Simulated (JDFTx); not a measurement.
```json
{
  "surface": "WC(1 1 -2 1), C outermost, slab composition W5C6",
  "bulk": "WC, P-6m2, lattice of mp-1894 (not re-optimised)",
  "slab": "11 atoms in 11 planes, 1x1, 6.1 Å between the outermost planes",
  "in-plane cell": "4.070 × 4.070 Å, 16.13 Å²",
  "cell_height": "22.5 Å",
  "sampling": "6×6×1 k mesh, Fermi smearing 0.01 Ha, no spin polarisation"
}
```

Whether this polymorph is the ambient one wasn't checked.

Profiles through the double layer of this slab, charged, in linear PCM (GLSSA13), water, 0.5 M NaCl; PBE, GBRV ultrasoft potentials, plane waves to 20/100 Ha, a modified build of JDFTx. z is the height above the outermost atoms, φ the plane-averaged electrostatic potential energy of an electron (zero in the bulk liquid), ρ_b the bound charge of solvent and ions, s the cavity shape function (0 in the solid, 1 in the liquid).

| z (Å) | n (e/Å³) | s | φ (eV) | ρ_b (10⁻³ e/Å³) |
|---|---|---|---|---|
| 0.93 | 0.0745 | 0.00 | -0.208 | 1.45 |
| 1.40 | 0.0226 | 0.01 | 0.210 | 4.59 |
| 1.87 | 0.0071 | 0.14 | 0.149 | 7.79 |
| 2.34 | 0.0023 | 0.58 | 0.089 | 3.81 |
| 2.81 | 0.0008 | 0.96 | 0.078 | 0.97 |
| 3.27 | 0.0003 | 1.00 | 0.070 | 0.32 |
| 3.74 | 0.0001 | 1.00 | 0.063 | 0.12 |
| 4.21 | 0.0000 | 1.00 | 0.056 | 0.05 |
| 4.68 | 0.0000 | 1.00 | 0.051 | 0.03 |
| 5.15 | 0.0000 | 1.00 | 0.045 | 0.02 |
| 5.62 | 0.0000 | 1.00 | 0.041 | 0.01 |
| 6.09 | 0.0000 | 1.00 | 0.037 | 0.01 |
| 6.56 | 0.0000 | 1.00 | 0.033 | 0.01 |
| 7.02 | 0.0000 | 1.00 | 0.029 | 0.01 |
| 7.49 | 0.0000 | 1.00 | 0.026 | 0.01 |
| 7.96 | 0.0000 | 1.00 | 0.024 | 0.01 |

Problem. Is the electrode positively or negatively charged, and roughly by how much?

Solution. Negatively: σ = -14.5 μC/cm² per face. The liquid's bound charge is of the opposite sign overall, and far from the surface φ decays with the screening length (4.3 Å).
